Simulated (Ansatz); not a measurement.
SrHfN$_{2}$ in space group Pna2_1 (No. 33; Sr on 4a, Hf on 4a, N on 4a, N on 4a), the program Ansatz at the PBE level (PAW). The conduction-band minimum lies at Γ, with 1 equivalent valley. Second derivatives d²E/dk² of the lowest band at one valley (eV·Å²), along Cartesian directions:

| direction | d²E/dk² |
|---|---|
| [100] | 18.40 |
| [010] | 18.64 |
| [001] | 20.11 |
| [110] | 18.52 |
| [101] | 19.26 |
| [011] | 19.38 |

Question: Find the principal effective masses, the density-of-states mass and the conductivity mass.

Answer: Off-diagonal terms follow from H_xy = H[110] − (H_xx + H_yy)/2, and m*/mₑ = 7.620 eV·Å² over each eigenvalue: 0.38, 0.41, 0.41. One valley's DOS mass (m₁m₂m₃)^(1/3) = 0.40, conductivity mass 3/(Σ 1/mᵢ) = 0.40 mₑ.

Question: What effective density of states Nc follows at 300 K for parabolic valleys?

Answer: Nc = 2.509e19 × 1 × (0.40)^(3/2) ≈ 6.3e18 cm⁻³.

The start of the workflow was typed in or built on a structure type; neither database checked (COD, Materials Project) lists it. Its standing as an ambient phase is unchecked. The cell was relaxed with PBE under the symmetry of its start; whether a distortion lowers the energy is not shown. No spin polarisation was allowed. Spin–orbit coupling is left out wherever it is not named.

Potentials: the earlier of the program's two PAW sets.

Edges and masses are those of Kohn–Sham bands, whose gap is no quasiparticle gap.
